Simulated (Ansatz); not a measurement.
## Bi₂Se₃, one structure, two calculations

Cell: a computed structure from the Materials Project (it need not be an observed phase) whose atoms were relaxed with PBE, the cell held.

```
Bi Se
1.0
     2.09568    1.20994    9.97623
    -2.09568    1.20994    9.97623
     0.00000   -2.41989    9.97623
Bi Se
2 3
Direct
  0.39818 0.39818 0.39818
  0.60182 0.60182 0.60182
  0.00000 0.00000 0.00000
  0.21632 0.21632 0.21632
  0.78368 0.78368 0.78368
```

Sites (sets of like atoms) are named by element and the number of their first atom in this list.

First run. All values are calculated (Ansatz; DFT, PBE, plane waves and PAW, scalar-relativistic, 420 eV cutoff, Γ-centred 8×8×8 k-points, Fermi–Dirac smearing 0.02 eV), not measured.

```tsv
site	atom	V_zz (10²¹ V/m²)	η
Bi	1	0.36	0.00
Se3	3	7.04	0.00
Se4	4	-3.13	0.00
```

Second run. The same atoms and settings, except that the functional is LDA.

**Question.** Given the first result, estimate the second.

**Answer.** 

| site | atom | V_zz | η | change of V_zz |
| --- | --- | --- | --- | --- |
| Bi | 1 | 0.33 | 0.00 | -0.03 |
| Se3 | 3 | 6.97 | 0.00 | -0.07 |
| Se4 | 4 | -3.04 | 0.00 | +0.09 |

The largest change of V_zz is on Se4, from -3.13 to -3.04. In per cent, |V_zz| changes by -3 to -1 on Se (all sites that start above 0.5).

Spin–orbit coupling is left out, which shifts gradients on Bi by a few per cent in wide-gap crystals, and can shift them far more where the calculated gap is small or absent, as here.
For the first run: With a gap of 0.4 eV on this mesh, small gradients can still move by 0.1 × 10²¹ V/m² or more as the k-mesh gets denser.
For the second run: With a gap of 0.3 eV on this mesh, small gradients can still move by 0.1 × 10²¹ V/m² or more as the k-mesh gets denser.
